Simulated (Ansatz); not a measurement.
Mg₂Si (antifluorite type, space group Fm-3m)

```yaml
crystal:
  lattice:
    - [0.00000, 3.18242, 3.18242]
    - [3.18242, 0.00000, 3.18242]
    - [3.18242, 3.18242, 0.00000]
  atoms:
    - { symbol: Si, position: [0.00000, 0.00000, 0.00000] }
    - { symbol: Mg, position: [0.25000, 0.25000, 0.25000] }
    - { symbol: Mg, position: [0.75000, 0.75000, 0.75000] }
```

Two coordinates are scanned: the volume, and the ratio of the stretch along z (the conventional c axis) to the stretch across it. Atoms keep their fractional coordinates.

All values below come from PBE (plane waves to 420 eV, PAW, scalar-relativistic; Ansatz, a first-principles code). k mesh 9×9×9 (Γ-centred), Fermi-Dirac smearing 0.05 eV. Compression counts positive. As the smearing reaches across the gap at some points, the response to shear is sensitive to the k mesh, so small differences along c/a are uncertain. Mg2Si was relaxed with its symmetry unable to fall. The last digit holds for this mesh only.

Changes of σxx (GPa) from the point V/V₀ = 1.000, (c/a)/(c/a)₀ = 1.000 when one coordinate moves alone (two changes are said to add if the coupling is within 5 % of the smaller one, nearly so within 20 %):

| point | change |
|---|---|
| V/V₀ = 1.000, (c/a)/(c/a)₀ = 0.920 | -2.32 |
| V/V₀ = 1.000, (c/a)/(c/a)₀ = 0.960 | -1.20 |
| V/V₀ = 0.960, (c/a)/(c/a)₀ = 1.000 | 2.39 |
| V/V₀ = 0.980, (c/a)/(c/a)₀ = 1.000 | 1.14 |
| V/V₀ = 1.020, (c/a)/(c/a)₀ = 1.000 | -1.03 |
| V/V₀ = 1.040, (c/a)/(c/a)₀ = 1.000 | -1.96 |
| V/V₀ = 1.000, (c/a)/(c/a)₀ = 1.040 | 1.24 |
| V/V₀ = 1.000, (c/a)/(c/a)₀ = 1.080 | 2.48 |

**Question.** What is the change at V/V₀ = 1.040, (c/a)/(c/a)₀ = 0.960, where both move, and how far is it from the sum?

**Answer.** The sum of the single changes is -1.96 + (-1.20) = -3.16; the calculation gives -3.08, so the coupling contributes 0.08 (under 20 % of the smaller single change, nearly additive).

**Question.** What is the change at V/V₀ = 0.960, (c/a)/(c/a)₀ = 1.080, where both move, and how far is it from the sum?

**Answer.** The sum of the single changes is 2.39 + (2.48) = 4.87; the calculation gives 4.98, so they add (within 5 % of the smaller single change).

**Question.** Do the two effects add at V/V₀ = 1.020, (c/a)/(c/a)₀ = 1.040? Give the computed change.

**Answer.** The sum of the single changes is -1.03 + (1.24) = 0.21; the calculation gives 0.18, so they add (within 5 % of the smaller single change).

(Under strain, the slope of the energy per volume gives the stress and its curvature an elastic modulus.)
